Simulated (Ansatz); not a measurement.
Sb (diamond, Fd-3m) under volume change, the program Ansatz at the r²SCAN level (PAW), scaled uniformly.

| V (Å³/atom) | E − E(relaxed) (meV/atom) | P (GPa) |
|---|---|---|
| 38.074 | 41.6 | 3.83 |
| 39.329 | 17.5 | 2.35 |
| 40.584 | 4.1 | 1.09 |
| 41.839 | 0.0 | 0.00 |
| 43.095 | 3.8 | -0.93 |
| 44.350 | ? | ? |
| 45.605 | ? | ? |

Task: Fill in the missing entries.

Result: 
- 45.605, E − E(relaxed) (meV/atom): 30.8
- 45.605, P (GPa): -2.46
- 44.350, E − E(relaxed) (meV/atom): 14.3
- 44.350, P (GPa): -1.75

Task: What does a third-order Birch–Murnaghan fit give for V₀, B₀ and B′?

Result: V₀ = 41.84 Å³/atom, B₀ = 33.7 GPa, B′ = 4.0.

The start of the workflow was typed in or built on a structure type; neither database checked (COD, Materials Project) lists it. It is not the phase usual at ambient conditions (space group No. 166). Symmetry was held in the r²SCAN relaxation. At this level the phase is mechanically unstable. Spin–orbit coupling is left out wherever it is not named.

Potentials: the later of the program's two PAW sets.
